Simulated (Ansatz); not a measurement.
Here is the system:

ScPd3:
```
CELL_PARAMETERS angstrom
     -2.01493     2.01493     3.92579
      2.01493    -2.01493     3.92579
      2.01493     2.01493    -3.92579
ATOMIC_POSITIONS crystal
  Pd 0.50000 0.50000 0.00000
  Pd 0.75000 0.25000 0.50000
  Pd 0.25000 0.75000 0.50000
  Sc 0.00000 0.00000 0.00000
```

This is the r²SCAN-relaxed structure.

All from r²SCAN in the plane-wave PAW code Ansatz, unless another level is named. Estimate the density of states at the Fermi level.

0.75 states/eV per atom (mean over ±0.08 eV).

Give the formation energy from the elements (no fitted shifts).

-77 kJ/mol-atom.

Space group I4/mmm. A made-up cell: these elements were put on the sites of a structure type; neither database checked (COD, Materials Project) lists it. COD files the formula under space group No. 221, so this cell is another polymorph or a model. Its standing as an ambient phase is unchecked. The cell was relaxed with r²SCAN under the symmetry of its start; its stability against distortions is not shown here. The run is not spin-polarised. The references are the lowest solids computed at this level, not always the standard phases. Spin–orbit coupling is left out wherever it is not named.

Potentials: the earlier of the program's two PAW sets.
